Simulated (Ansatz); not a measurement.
CoC6:
```xyz
7
Lattice="0.0000 3.7354 -2.1677 0.0000 3.7354 2.1677 3.5268 0.0000 0.0000" Properties=species:S:1:pos:R:3 pbc="T T T"
C      0.0000     3.7354     2.1539
C      0.0000     2.4797     1.4133
C      0.0000     2.4975    -0.0339
C      0.0000     4.9911     1.4133
C      0.0000     4.9734    -0.0339
C      0.0000     3.7354    -0.7502
Co     1.7634     3.7354     0.9716
```
The run is spin-polarised; directions of the spins, atom by atom: 0 0 0 0 0 0 ↑.

Relaxed with plane-wave PAW r²SCAN (Ansatz code). Indices refer to the conventional cell of Amm2, a = 3.5268 Å, b = 7.4709 Å, c = 4.3354 Å, α = 90.00°, β = 90.00°, γ = 90.00°.

**Question.** Simulate the powder diffraction pattern (Cu Kα, λ = 1.54184 Å; lines above 1 %) up to 2θ = 90°.

**Answer.** Simulated powder pattern, Cu Kα, λ = 1.54184 Å (kinematic, ideal powder, no thermal factors, no anomalous dispersion; the 30 strongest lines at most, above 1 %, up to 2θ = 90°):

```json
[
 {"2θ (°)": "23.73", "d (Å)": "3.750", "I/Imax (%)": "100", "hkl": "(011)"},
 {"2θ (°)": "23.82", "d (Å)": "3.735", "I/Imax (%)": "50", "hkl": "(020)"},
 {"2θ (°)": "34.93", "d (Å)": "2.569", "I/Imax (%)": "74", "hkl": "(111)"},
 {"2θ (°)": "34.99", "d (Å)": "2.564", "I/Imax (%)": "36", "hkl": "(120)"},
 {"2θ (°)": "41.66", "d (Å)": "2.168", "I/Imax (%)": "6.2", "hkl": "(002)"},
 {"2θ (°)": "41.83", "d (Å)": "2.159", "I/Imax (%)": "7.6", "hkl": "(031)"},
 {"2θ (°)": "48.56", "d (Å)": "1.875", "I/Imax (%)": "14", "hkl": "(022)"},
 {"2θ (°)": "48.76", "d (Å)": "1.868", "I/Imax (%)": "6.8", "hkl": "(040)"},
 {"2θ (°)": "49.35", "d (Å)": "1.847", "I/Imax (%)": "23", "hkl": "(102)"},
 {"2θ (°)": "49.49", "d (Å)": "1.842", "I/Imax (%)": "52", "hkl": "(131)"},
 {"2θ (°)": "51.85", "d (Å)": "1.763", "I/Imax (%)": "19", "hkl": "(200)"},
 {"2θ (°)": "55.51", "d (Å)": "1.655", "I/Imax (%)": "18", "hkl": "(122)"},
 {"2θ (°)": "55.69", "d (Å)": "1.651", "I/Imax (%)": "8.7", "hkl": "(140)"},
 {"2θ (°)": "57.78", "d (Å)": "1.596", "I/Imax (%)": "15", "hkl": "(211)"},
 {"2θ (°)": "57.82", "d (Å)": "1.595", "I/Imax (%)": "7.7", "hkl": "(220)"},
 {"2θ (°)": "65.82", "d (Å)": "1.419", "I/Imax (%)": "5.2", "hkl": "(013)"},
 {"2θ (°)": "66.03", "d (Å)": "1.415", "I/Imax (%)": "5.1", "hkl": "(042)"},
 {"2θ (°)": "66.15", "d (Å)": "1.413", "I/Imax (%)": "5.0", "hkl": "(051)"},
 {"2θ (°)": "68.73", "d (Å)": "1.366", "I/Imax (%)": "3.7", "hkl": "(231)"},
 {"2θ (°)": "71.70", "d (Å)": "1.316", "I/Imax (%)": "7.4", "hkl": "(113)"},
 {"2θ (°)": "71.90", "d (Å)": "1.313", "I/Imax (%)": "7.4", "hkl": "(142)"},
 {"2θ (°)": "72.01", "d (Å)": "1.311", "I/Imax (%)": "7.4", "hkl": "(151)"},
 {"2θ (°)": "73.76", "d (Å)": "1.285", "I/Imax (%)": "6.9", "hkl": "(222)"},
 {"2θ (°)": "76.16", "d (Å)": "1.250", "I/Imax (%)": "6.9", "hkl": "(033)"},
 {"2θ (°)": "76.51", "d (Å)": "1.245", "I/Imax (%)": "5.0", "hkl": "(060)"},
 {"2θ (°)": "81.74", "d (Å)": "1.178", "I/Imax (%)": "5.5", "hkl": "(133)"},
 {"2θ (°)": "86.83", "d (Å)": "1.122", "I/Imax (%)": "4.4", "hkl": "(311)"},
 {"2θ (°)": "88.44", "d (Å)": "1.105", "I/Imax (%)": "4.3", "hkl": "(213)"},
 {"2θ (°)": "88.62", "d (Å)": "1.104", "I/Imax (%)": "4.3", "hkl": "(242)"},
 {"2θ (°)": "88.73", "d (Å)": "1.102", "I/Imax (%)": "4.2", "hkl": "(251)"}
]
```

The start of the workflow was typed in or built on a structure type; neither database checked (COD, Materials Project) lists it. Its standing as an ambient phase is unchecked. Symmetry was held in the r²SCAN relaxation; its stability against distortions is not shown here. Magnetic state: ferromagnetic, the only order run, not a proven ground state. The cell computed holds one magnetic atom, so no antiferromagnetic order was within reach. Its formation energy is positive at this level, so the cell may be metastable or incomplete. Other orbital occupations within this spin state were not tried.

Potentials: the earlier of the program's two PAW sets. The files were generated under PBE; for other functionals the program regenerates the frozen cores, and for LDA and PBEsol the local potential too.
